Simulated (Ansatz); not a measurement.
**InAs with Cd replacing In: gradients before and after relaxing the atoms**

Start: a supercell of InAs (zinc blende type, F-43m) built from a COD entry (the entry's cell lengths or inner coordinates differ somewhat from later room-temperature determinations), with all atoms left at the host's positions.

Space group F-43m (No. 216); a = 18.1080 Å.

| site | Wyckoff | site symmetry | x | y | z |
| --- | --- | --- | --- | --- | --- |
| Cd | 4a | -43m | 0.0000 | 0.0000 | 0.0000 |
| In2 | 48h | ..m | 0.1667 | 0.0000 | 0.1667 |
| In5 | 16e | .3m | 0.3333 | 0.8333 | 0.1667 |
| In9 | 16e | .3m | 0.6667 | 0.6667 | 0.3333 |
| In15 | 24f | 2.mm | 0.5000 | 0.6667 | 0.5000 |
| As28 | 16e | .3m | 0.0833 | 0.9167 | 0.0833 |
| As29 | 24g | 2.mm | 0.2500 | 0.9167 | 0.2500 |
| As33 | 48h | ..m | 0.5833 | 0.7500 | 0.4167 |
| As41 | 16e | .3m | 0.4167 | 0.5833 | 0.4167 |
| As54 | 4c | -43m | 0.7500 | 0.2500 | 0.7500 |

One atom of each set is listed; the run and its k-mesh use a cell of 54 atoms with edges of 12.80, 12.80, 12.80 Å.

All values are calculated (Ansatz; DFT, PBE, plane waves and PAW, scalar-relativistic, 420 eV cutoff, Γ-centred 2×2×2 k-points, Fermi–Dirac smearing 0.01 eV, cell charge -1), not measured.

The largest force at the start is 0.28 eV/Å. Relaxing the ions at fixed cell moves them by 0.032 Å at most (atom 2, In) and 0.018 Å rms.

```csv
site,moved (Å),first shell before,first shell after,V_zz before (10²¹ V/m²),η before
Cd,0.000,4 As at 2.61 Å,4 As at 2.59 Å,0.00,–
In2,0.032,4 As at 2.61 Å,4 As at 2.59–2.62 Å,-1.82,0.41
In5,0.008,4 As at 2.61 Å,4 As at 2.61–2.62 Å,0.40,0.00
In9,0.005,4 As at 2.61 Å,4 As at 2.62 Å,0.34,0.00
In15,0.009,4 As at 2.61 Å,4 As at 2.62 Å,-0.22,0.81
As28,0.023,"1 Cd at 2.61 Å, 3 In at 2.61 Å","1 Cd at 2.59 Å, 3 In at 2.59 Å",-7.28,0.00
As29,0.006,4 In at 2.61 Å,4 In at 2.61 Å,-1.53,0.39
As33,0.010,4 In at 2.61 Å,4 In at 2.62 Å,0.69,0.41
As41,0.001,4 In at 2.61 Å,4 In at 2.62 Å,-0.085,0.00
```

Q: How do the gradients change?

A: 

```tsv
site	V_zz after	η after	change of V_zz
Cd	0.00	–	0.00
In2	-2.78	0.40	-0.96
In5	0.50	0.00	+0.10
In9	0.35	0.00	+0.01
In15	0.48	0.89	–
As28	-6.84	0.00	+0.44
As29	-0.98	0.63	+0.55
As33	0.48	0.92	-0.21
As41	-0.032	0.00	+0.05
```

The largest change of V_zz along a kept axis is on In2, from -1.82 to -2.78. In per cent, |V_zz| changes by -6 on As (all sites that start above 2). Where |V_zz| stays above 0.1 and the axes keep their order, η moves most on As33, from 0.41 to 0.92. On In15 the largest principal value lies along another axis in the second run, so the two V_zz can't be compared directly. Other sites without a gradient aren't listed.

The run isn't spin-polarised, and a state with spin may lie lower. The defect repeats with the cell of 54 atoms, so it feels its images: sites between two images don't show the values beside a lone defect, and zeros or small values of η there can come from the images' arrangement. A uniform background compensates the cell's charge. The defect cell has no gap above 0.1 eV on its mesh, so the values can hang on the smearing and the k-mesh. Without spin–orbit coupling (the program notes it for Cd and In) the gradients can shift somewhat, as the gap is small.
Before: The neighbours have not yet relaxed around the defect (largest force 0.28 eV/Å), so a real crystal will differ.
After: The relaxation keeps the site symmetry -43m of the start, so the impurity can't leave its site; a distortion that would localise the partly filled state isn't explored.
